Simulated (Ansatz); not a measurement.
Ni3C in space group R-3c (No. 167; Ni on 18e, C on 6b), PBEsol (plane waves, PAW; program Ansatz), all energies at zero smearing, with the estimated change up to a 700 eV cutoff added, with one set of potentials and settings (totals compare only within such a set). Cell of 8 atoms (6 Ni, 2 C): -35323.127 eV.

| element | reference phase | E (eV/atom) |
|---|---|---|
| Ni | Fm-3m, 1 atoms in the cell, spin-polarised | -5804.9762 |
| C | P6_3/mmc, 4 atoms in the cell | -246.6950 |

Formation energy per atom, worked out: (-35323.127 − 6×(-5804.9762) − 2×(-246.6950))/8 = 0.015 eV/atom (1 kJ per mol of atoms), at 0 K, without zero-point energy or fitted corrections.

The workflow started from an entry of the Crystallography Open Database (COD). Whether it is the stable phase at ambient conditions was not checked. Symmetry was held in the PBEsol relaxation; whether a distortion lowers the energy is not shown. The workflow began spin-polarised and lost its moments. The references are the lowest solids computed at this level, not always the standard phases.

Potentials: the later of the program's two PAW sets.
